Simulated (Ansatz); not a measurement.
Relaxed-ion elastic tensor of Co3W in space group P6_3/mmc (No. 194; Co on 6h, W on 2c) in GPa (Voigt order), DFT-PBEsol in the program Ansatz with PAW potentials; density 13.43 g/cm³, 11.15 Å³ per atom.

```
534  210  181  0.0  0.0  0.0
210  534  181  0.0  0.0  0.0
181  181  578  0.0  0.0  0.0
0.0  0.0  0.0  134  0.0  0.0
0.0  0.0  0.0  0.0  134  0.0
0.0  0.0  0.0  0.0  0.0  162
```

Q: Is the crystal mechanically stable?

A: Yes: the smallest eigenvalue of C is 134 GPa.

Q: Work out the Voigt, Reuss and Hill averages.

A: K_V = 310, K_R = 310, K_H = 310; G_V = 158, G_R = 155, G_H = 156 GPa.

Q: Give Young's modulus, Poisson's ratio, Pugh's ratio and the universal anisotropy index.

A: E = 9KG/(3K + G) = 401 GPa; ν = 0.28; K/G = 1.99 (ductile by the Pugh limit of 1.75); A_U = 5G_V/G_R + K_V/K_R − 6 = 0.10.

Q: Estimate the sound speeds and the Debye temperature.

A: v_l = √((K + 4G/3)/ρ) = 6210 m/s, v_t = √(G/ρ) = 3410 m/s, mean 3800 m/s; Θ = (h/k)(3n/4πV)^(1/3) v_m = 507 K.

The workflow started from a Materials Project entry (that database holds measured and hypothetical structures alike); the Crystallography Open Database files this formula in space group No. 194, but the cells were not matched. Its standing as an ambient phase is unchecked. The cell was relaxed with PBEsol under the symmetry of its start, as lowered by the spin order; its stability against distortions is not shown here. Spin order of the final state: ferrimagnetic, the only order run, not a proven ground state. As this level gives no gap, shear constants depend on the k-mesh and smearing (Fermi–Dirac, 0.1 eV here). Scalar-relativistic: spin–orbit coupling is off unless named, which matters more the heavier the elements.

Potentials: the later of the program's two PAW sets.
